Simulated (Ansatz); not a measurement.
# Li: strain and displacement

```
CELL_PARAMETERS angstrom
1.55050 0.89518 7.58830
-1.55050 0.89518 7.58830
0.00000 -1.79036 7.58830
ATOMIC_POSITIONS crystal
Li 0.00000 0.00000 0.00000
Li 0.22200 0.22200 0.22200
Li 0.77800 0.77800 0.77800
```

Atoms are numbered in the order listed.

The cell is a measured one (Crystallography Open Database entry 9017802); the temperature and pressure of the measurement aren't taken into account, and nothing was relaxed.

The calculation used Ansatz 0.2.0, DFT, PBEsol, PAW with Ansatz's default frozen-core files, scalar-relativistic.

Settings: a Γ-centred 12×12×12 k mesh, Fermi–Dirac smearing of 0.05 eV, cutoff 420 eV, no spin polarisation; the PAW files were made with PBE, and the program remakes their frozen cores for this functional.

The unchanged cell is at -0.54 GPa.

In a metal, stresses and small energies carry noise from the k mesh.

x, y and z are the Cartesian axes of the cell as listed; fractional coordinates follow a strain, and an engineering shear is twice the off-diagonal strain component.

Problem. With this change (equal xy, yz and zx engineering shear strains of -3 %), what becomes of the energy and stress and forces?

Solution. Energy change +1.3 meV/atom; stress change (xx, yy, zz, yz, xz, xy) -0.01, -0.04, 0.09, 0.14, 0.19, 0.29 GPa, compression positive; change of the force on Li2 (-0.014, 0.001, -0.001) eV/Å.

With equal xy, yz and zx engineering shear strains of -1 %: energy change +0.1 meV/atom; stress change (xx, yy, zz, yz, xz, xy) 0.01, -0.01, 0.01, 0.06, 0.07, 0.10 GPa, compression positive.

Problem. With this change (equal xy, yz and zx engineering shear strains of +2 %), what becomes of the energy and stress?

Solution. Energy change +0.5 meV/atom; stress change (xx, yy, zz, yz, xz, xy) -0.05, 0.02, 0.04, -0.10, -0.12, -0.19 GPa, compression positive.

With equal xy, yz and zx engineering shear strains of -2 %: energy change +0.6 meV/atom; stress change (xx, yy, zz, yz, xz, xy) 0.00, -0.03, 0.04, 0.10, 0.13, 0.20 GPa, compression positive.

With equal xy, yz and zx engineering shear strains of +1 %: energy change +0.1 meV/atom; stress change (xx, yy, zz, yz, xz, xy) -0.02, 0.01, 0.01, -0.05, -0.06, -0.10 GPa, compression positive.

With equal xy, yz and zx engineering shear strains of +3 %: energy change +1.2 meV/atom; stress change (xx, yy, zz, yz, xz, xy) -0.10, 0.04, 0.09, -0.15, -0.19, -0.30 GPa, compression positive; change of the force on Li3 (-0.011, 0.000, 0.001) eV/Å.
